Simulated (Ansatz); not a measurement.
The relaxed structure here is a generated cell of TaSi2: the first start was made by placing the elements on the sites of a structure type, and the end was not matched to a known phase here, so it may be hypothetical. Known forms of TaSi2 include space group No. 181.

The end point of a relaxation of TaSi₂. Calculation: PBEsol (plane waves to 420 eV, PAW, scalar-relativistic; Ansatz, a program for electronic structure).

```cif
data_Si2Ta
_chemical_formula_sum 'Ta1 Si2'
_space_group_name_H-M_alt 'P 1'
_space_group_IT_number 1
_cell_length_a 4.36564
_cell_length_b 4.36564
_cell_length_c 2.62697
_cell_angle_alpha 90.000
_cell_angle_beta 90.000
_cell_angle_gamma 120.000
loop_
_space_group_symop_operation_xyz
  'x, y, z'
loop_
_atom_site_label
_atom_site_type_symbol
_atom_site_fract_x
_atom_site_fract_y
_atom_site_fract_z
_atom_site_occupancy
Ta1 Ta 0.00000 0.00000 0.00000 1
Si1 Si 0.33333 0.66667 0.50000 1
Si2 Si 0.66667 0.33333 0.50000 1
```

Question: Find the space group and the Wyckoff positions (tolerance 0.01 Å).

Answer: Space group P6/mmm (No. 191); a = b = 4.366 Å, c = 2.627 Å, α = β = 90.00°, γ = 120.00°

```csv
atom,site,symmetry,x,y,z
Ta,1a,6/mmm,0.0000,0.0000,0.0000
Si,2d,-6m2,0.3333,0.6667,0.5000
```

Question: Give the shortest distances between elements (the closest pairs, up to four, under 3.6 Å).

Answer: Si–Si 2.52 Å; Ta–Ta 2.63 Å; Si–Ta 2.84 Å.

| Item | Value |
|---|---|
| Volume per atom | 14.45 Å³ |
| Band gap | zero (metallic) |

No spin polarisation in the result. The relaxed primitive cell holds an odd number of electrons. A magnetic state may lie lower.

The run could not lower the symmetry of its start; a shaken copy of this end point relaxes with PBEsol to I4/mmm (No. 139), 0.43 eV/atom lower.
